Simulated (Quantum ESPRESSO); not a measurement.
# MgAl5GaSiN8: finding a planted mistake in a log

Simulated, not a measurement. The program is pw.x of Quantum ESPRESSO 7.5 (plane-wave density functional theory). The cell is made up: 16 atoms on a doubled wurtzite lattice, with randomly drawn elements, strain and displacements, not relaxed. PseudoDojo standard norm-conserving files (v0.5 for PBE, v0.4.1 for LDA and PBEsol) set the functional; there is no spin polarisation, spin-orbit coupling or dispersion term, and the masses in the input are unused placeholders.

Intended input:

```
&control calculation='scf', pseudo_dir='./dojo.nc.sr.pbe.v0_5.standard.upf', outdir='./o', disk_io='medium', tprnfor=.true., tstress=.true. /
&system ibrav=0, nat=16, ntyp=5, nbnd=47, ecutwfc=84.00895049, nosym=.true., tot_charge=0,
 occupations='smearing', smearing='fd', degauss=0.0018374661
/
&electrons conv_thr=7.350e-09, electron_maxstep=60, /
ATOMIC_SPECIES
Al 1.0 Al.upf
Ga 1.0 Ga.upf
Mg 1.0 Mg.upf
N 1.0 N.upf
Si 1.0 Si.upf
CELL_PARAMETERS angstrom
3.1268 -0.0257 0.036
-0.0445 5.4985 -0.0055
0.1176 -0.0103 10.4142
ATOMIC_POSITIONS angstrom
Mg 0.0239 0.0276 0.0684
Al 1.5571 2.7739 -0.0042
Al 1.6428 0.9393 2.6039
Al 0.0383 3.6287 2.5355
Ga 0.0535 -0.0401 5.2634
Al 1.6205 2.7473 5.2369
Si 1.6146 0.814 7.8712
Al 0.0276 3.6104 7.8123
N -0.0278 0.0013 1.9235
N 1.554 2.7398 1.9394
N 1.6591 0.9179 4.5962
N 0.0448 3.6868 4.5548
N 0.0586 0.0352 7.1647
N 1.5967 2.737 7.2388
N 1.7361 0.8816 9.7275
N 0.0079 3.6753 9.7701
K_POINTS automatic
7 4 2 1 1 1
```

The log is shortened where brackets say so; the opening notice, blank lines, dates and the lines on written files are dropped, and the path of the files is cut. It prints rydbergs, bohrs and kilobars, and counts compression as positive stress. Where no state is partly filled, the Fermi energy that it prints is only some level between the filled and the empty states on the mesh, and need not lie in the true gap.

Log of the intended run:

```
     Program PWSCF v.7.5
     Parallel version (MPI & OpenMP), running on       1 processor cores
     Number of MPI processes:                 1
     Threads/MPI process:                     1
     [start-up lines left out]
     bravais-lattice index     =            0
     lattice parameter (alat)  =       5.9094  a.u.
     unit-cell volume          =    1208.0395 (a.u.)^3
     number of atoms/cell      =           16
     number of atomic types    =            5
     number of electrons       =        82.00
     number of Kohn-Sham states=           47
     kinetic-energy cutoff     =      84.0090  Ry
     charge density cutoff     =     336.0358  Ry
     scf convergence threshold =      7.3E-09
     mixing beta               =       0.7000
     number of iterations used =            8  plain     mixing
     Exchange-correlation= PBE
                           (   1   4   3   4   0   0   0)
     [axes and pseudopotential details left out]
   Cartesian axes
     site n.     atom                  positions (alat units)
         1        Mg     tau(   1) = (   0.0076428   0.0088260   0.0218732  )
         2        Al     tau(   2) = (   0.4979353   0.8870483  -0.0013431  )
         3        Al     tau(   3) = (   0.5253408   0.3003729   0.8326850  )
         4        Al     tau(   4) = (   0.0122477   1.1603994   0.8108118  )
         5        Ga     tau(   5) = (   0.0171084  -0.0128233   1.6831500  )
         6        Al     tau(   6) = (   0.5182096   0.8785420   1.6746757  )
         7        Si     tau(   7) = (   0.5163229   0.2603040   2.5170822  )
         8        Al     tau(   8) = (   0.0088260   1.1545474   2.4982469  )
         9        N      tau(   9) = (  -0.0088900   0.0004157   0.6151041  )
        10        N      tau(  10) = (   0.4969440   0.8761436   0.6201887  )
        11        N      tau(  11) = (   0.5305533   0.2935295   1.4697903  )
        12        N      tau(  12) = (   0.0143263   1.1789789   1.4565512  )
        13        N      tau(  13) = (   0.0187393   0.0112564   2.2911549  )
        14        N      tau(  14) = (   0.5105988   0.8752482   2.3148509  )
        15        N      tau(  15) = (   0.5551766   0.2819214   3.1106968  )
        16        N      tau(  16) = (   0.0025263   1.1753014   3.1243196  )
     number of k points=    28  Fermi-Dirac smearing, width (Ry)=  0.0018
                       cart. coord. in units 2pi/alat
        k(    1) = (   0.0711695   0.0717405   0.0743358), wk =   0.0714286
        k(    2) = (   0.0728972   0.0716043  -0.0758208), wk =   0.0714286
     [further k points left out]
     Dense  grid:   125735 G-vectors     FFT dimensions: (  36,  64, 120)
     Estimated max dynamical RAM per process >     198.30 MB
     Initial potential from superposition of free atoms
     starting charge      81.9836, renormalised to      82.0000
     Starting wfcs are   70 randomized atomic wfcs
     total cpu time spent up to now is       15.0 secs
     per-process dynamical memory:   126.2 Mb
     Self-consistent Calculation
     iteration #  1     ecut=    84.01 Ry     beta= 0.70
     Davidson diagonalization with overlap
     ethr =  1.00E-02,  avg # of iterations =  3.0
     total cpu time spent up to now is       39.5 secs
     total energy              =    -468.26333109 Ry
     estimated scf accuracy    <       5.04778226 Ry
     iteration #  2     ecut=    84.01 Ry     beta= 0.70
     Davidson diagonalization with overlap
     ethr =  6.16E-03,  avg # of iterations =  4.0
     total cpu time spent up to now is       63.1 secs
     total energy              =    -465.67551335 Ry
     estimated scf accuracy    <      19.78572745 Ry
     [iterations 3 to 14 left out]
     iteration # 15     ecut=    84.01 Ry     beta= 0.70
     Davidson diagonalization with overlap
     ethr =  3.19E-10,  avg # of iterations =  2.0
     total cpu time spent up to now is      412.9 secs
     total energy              =    -470.54360555 Ry
     estimated scf accuracy    <       0.00000003 Ry
     iteration # 16     ecut=    84.01 Ry     beta= 0.70
     Davidson diagonalization with overlap
     ethr =  3.10E-11,  avg # of iterations =  3.7
     total cpu time spent up to now is      435.1 secs
     End of self-consistent calculation
     [lines on levels left out]
     the Fermi energy is     9.0743 ev
!    total energy              =    -470.54360555 Ry
     estimated scf accuracy    <          2.5E-09 Ry
     smearing contrib. (-TS)   =      -0.00000000 Ry
     internal energy E=F+TS    =    -470.54360555 Ry
     The total energy is F=E-TS. E is the sum of the following terms:
     one-electron contribution =    -216.70583937 Ry
     hartree contribution      =     157.73106124 Ry
     xc contribution           =    -121.65183448 Ry
     ewald contribution        =    -289.91699293 Ry
     convergence has been achieved in  16 iterations
     Forces acting on atoms (cartesian axes, Ry/au):
     atom    1 type  3   force =     0.00758679   -0.01544744   -0.05897120
     atom    2 type  1   force =    -0.05011147   -0.02172869   -0.02927732
     atom    3 type  1   force =    -0.04163198   -0.04666431   -0.01585776
     atom    4 type  1   force =    -0.02963567    0.06888150   -0.00502254
     atom    5 type  2   force =     0.01408414    0.03956889   -0.10741851
     atom    6 type  1   force =    -0.00882144   -0.01670448   -0.03047635
     atom    7 type  5   force =     0.01468646    0.08960638    0.13482607
     atom    8 type  1   force =     0.00148799   -0.00008458    0.10549065
     atom    9 type  4   force =     0.04495572   -0.00292615    0.15741740
     atom   10 type  4   force =     0.02398068   -0.01871123    0.01882060
     atom   11 type  4   force =    -0.01680339    0.03174757    0.01599621
     atom   12 type  4   force =     0.00837157   -0.05562139    0.01674612
     atom   13 type  4   force =     0.00012069    0.00272691    0.07116691
     atom   14 type  4   force =    -0.00196510   -0.07404426   -0.04826103
     atom   15 type  4   force =    -0.02953987    0.07685259   -0.16467207
     atom   16 type  4   force =     0.06323487   -0.05745132   -0.06050717
     Total force =     0.400488     Total SCF correction =     0.000188
     Computing stress (Cartesian axis) and pressure
          total   stress  (Ry/bohr**3)                   (kbar)     P=      -42.58
   0.00000400   0.00011342  -0.00023220            0.59       16.68      -34.16
   0.00011342  -0.00033337   0.00003372           16.68      -49.04        4.96
  -0.00023220   0.00003372  -0.00053898          -34.16        4.96      -79.29
     init_run     :     12.22s CPU     14.87s WALL (       1 calls)
     electrons    :    397.81s CPU    420.09s WALL (       1 calls)
     forces       :      4.74s CPU      4.80s WALL (       1 calls)
     stress       :     15.28s CPU     16.07s WALL (       1 calls)
     [timing details left out]
     PWSCF        :   7m10.26s CPU   7m36.21s WALL
     JOB DONE.
```

A second run was made from an input with one planted mistake. Its log:

```
     Program PWSCF v.7.5
     Parallel version (MPI & OpenMP), running on       1 processor cores
     Number of MPI processes:                 1
     Threads/MPI process:                     1
     [start-up lines left out]
     bravais-lattice index     =            0
     lattice parameter (alat)  =       5.9094  a.u.
     unit-cell volume          =    1208.0395 (a.u.)^3
     number of atoms/cell      =           16
     number of atomic types    =            5
     number of electrons       =        82.00
     number of Kohn-Sham states=           47
     kinetic-energy cutoff     =      84.0090  Ry
     charge density cutoff     =     336.0358  Ry
     scf convergence threshold =      7.3E-09
     mixing beta               =       0.7000
     number of iterations used =            8  plain     mixing
     Exchange-correlation= PBE
                           (   1   4   3   4   0   0   0)
     [axes and pseudopotential details left out]
   Cartesian axes
     site n.     atom                  positions (alat units)
         1        Mg     tau(   1) = (   0.0076428   0.0088260   0.0218732  )
         2        Al     tau(   2) = (   0.4979353   0.8870483  -0.0013431  )
         3        Al     tau(   3) = (   0.5253408   0.3003729   0.8326850  )
         4        Al     tau(   4) = (   0.0122477   1.1603994   0.8108118  )
         5        Ga     tau(   5) = (   0.0171084  -0.0128233   1.6831500  )
         6        Al     tau(   6) = (   0.5182096   0.8785420   1.6746757  )
         7        Si     tau(   7) = (   0.5163229   0.2603040   2.5170822  )
         8        Al     tau(   8) = (   0.0088260   1.1545474   2.4982469  )
         9        N      tau(   9) = (  -0.0088900   0.0004157   0.6151041  )
        10        N      tau(  10) = (   0.4969440   0.8761436   0.6201887  )
        11        N      tau(  11) = (   0.5305533   0.2935295   1.4697903  )
        12        N      tau(  12) = (   0.0143263   1.1789789   1.4565512  )
        13        N      tau(  13) = (   0.0187393   0.0112564   2.2911549  )
        14        N      tau(  14) = (   0.5105988   0.8752482   2.3148509  )
        15        N      tau(  15) = (   0.5551766   0.2819214   3.1106968  )
        16        N      tau(  16) = (   0.0025263   1.1753014   3.1243196  )
     number of k points=     4  Fermi-Dirac smearing, width (Ry)=  0.0018
                       cart. coord. in units 2pi/alat
        k(    1) = (   0.2503775   0.1442790   0.0723838), wk =   0.5000000
        k(    2) = (   0.2521052   0.1441428  -0.0777728), wk =   0.5000000
     [further k points left out]
     Dense  grid:   125735 G-vectors     FFT dimensions: (  36,  64, 120)
     Estimated max dynamical RAM per process >     198.30 MB
     Initial potential from superposition of free atoms
     starting charge      81.9836, renormalised to      82.0000
     Starting wfcs are   70 randomized atomic wfcs
     total cpu time spent up to now is        3.7 secs
     per-process dynamical memory:   124.5 Mb
     Self-consistent Calculation
     iteration #  1     ecut=    84.01 Ry     beta= 0.70
     Davidson diagonalization with overlap
     ethr =  1.00E-02,  avg # of iterations =  3.0
     total cpu time spent up to now is        7.6 secs
     total energy              =    -468.43553225 Ry
     estimated scf accuracy    <       4.90504660 Ry
     iteration #  2     ecut=    84.01 Ry     beta= 0.70
     Davidson diagonalization with overlap
     ethr =  5.98E-03,  avg # of iterations =  5.0
     total cpu time spent up to now is       11.9 secs
     total energy              =    -466.38667646 Ry
     estimated scf accuracy    <      16.90511919 Ry
     [iterations 3 to 14 left out]
     iteration # 15     ecut=    84.01 Ry     beta= 0.70
     Davidson diagonalization with overlap
     ethr =  1.77E-10,  avg # of iterations =  2.8
     total cpu time spent up to now is       67.2 secs
     total energy              =    -470.65870388 Ry
     estimated scf accuracy    <          8.1E-09 Ry
     iteration # 16     ecut=    84.01 Ry     beta= 0.70
     Davidson diagonalization with overlap
     ethr =  9.91E-12,  avg # of iterations =  5.0
     total cpu time spent up to now is       73.5 secs
     End of self-consistent calculation
     [lines on levels left out]
     the Fermi energy is     8.8792 ev
!    total energy              =    -470.65870388 Ry
     estimated scf accuracy    <          4.6E-09 Ry
     smearing contrib. (-TS)   =       0.00000000 Ry
     internal energy E=F+TS    =    -470.65870388 Ry
     The total energy is F=E-TS. E is the sum of the following terms:
     one-electron contribution =    -216.66441373 Ry
     hartree contribution      =     157.51625708 Ry
     xc contribution           =    -121.59355430 Ry
     ewald contribution        =    -289.91699293 Ry
     convergence has been achieved in  16 iterations
     Forces acting on atoms (cartesian axes, Ry/au):
     atom    1 type  3   force =     0.00775435   -0.01934822   -0.05636606
     atom    2 type  1   force =    -0.04980225   -0.02780087   -0.02636688
     atom    3 type  1   force =    -0.04106244   -0.04271932   -0.01506138
     atom    4 type  1   force =    -0.02900059    0.07568709   -0.00197921
     atom    5 type  2   force =     0.01370377    0.04112135   -0.11060075
     atom    6 type  1   force =    -0.00886608   -0.02039769   -0.02662401
     atom    7 type  5   force =     0.01296226    0.09726851    0.14354476
     atom    8 type  1   force =     0.00135114    0.00310751    0.11117999
     atom    9 type  4   force =     0.04403750   -0.01008165    0.15457281
     atom   10 type  4   force =     0.02357819   -0.02712330    0.01684383
     atom   11 type  4   force =    -0.01620991    0.03202507    0.01940587
     atom   12 type  4   force =     0.00842536   -0.04888703    0.01444637
     atom   13 type  4   force =     0.00134404   -0.00571302    0.06553846
     atom   14 type  4   force =    -0.00194098   -0.08152812   -0.05377316
     atom   15 type  4   force =    -0.02892837    0.08307490   -0.16922827
     atom   16 type  4   force =     0.06265402   -0.04868521   -0.06553237
     Total force =     0.410457     Total SCF correction =     0.000106
     Computing stress (Cartesian axis) and pressure
          total   stress  (Ry/bohr**3)                   (kbar)     P=      -48.34
  -0.00036913   0.00011114  -0.00023196          -54.30       16.35      -34.12
   0.00011114  -0.00017918   0.00004988           16.35      -26.36        7.34
  -0.00023196   0.00004988  -0.00043753          -34.12        7.34      -64.36
     init_run     :      3.42s CPU      3.61s WALL (       1 calls)
     electrons    :     67.78s CPU     69.82s WALL (       1 calls)
     forces       :      1.33s CPU      1.36s WALL (       1 calls)
     stress       :      4.02s CPU      4.15s WALL (       1 calls)
     [timing details left out]
     PWSCF        :   1m16.66s CPU   1m19.10s WALL
     JOB DONE.
```

Question: what was wrong in the second input?

Answer: the k-point mesh is too coarse. The input lines that differ, file-writing options aside:

```
- 7 4 2 1 1 1
+ 2 2 2 1 1 1
```

|  | intended run | run with the mistake |
| --- | --- | --- |
| free energy (eV) | -6402.072 | -6403.638 |
| smearing term -TS (eV) | 0.0000 | 0.0000 |
| pressure (GPa) | -4.26 | -4.83 |
| largest force component (eV/Å) | 4.234 | 4.351 |
| largest change of a force component (eV/Å) |  | 0.225 |
| iterations | 16 | 16 |

For scale, a rerun of the intended cell at a cutoff of 1437 eV and k mesh 9 x 6 x 4 moved values by no more than 0.004 eV in energy, 0.02 GPa in stress and 0.003 eV/Å in force.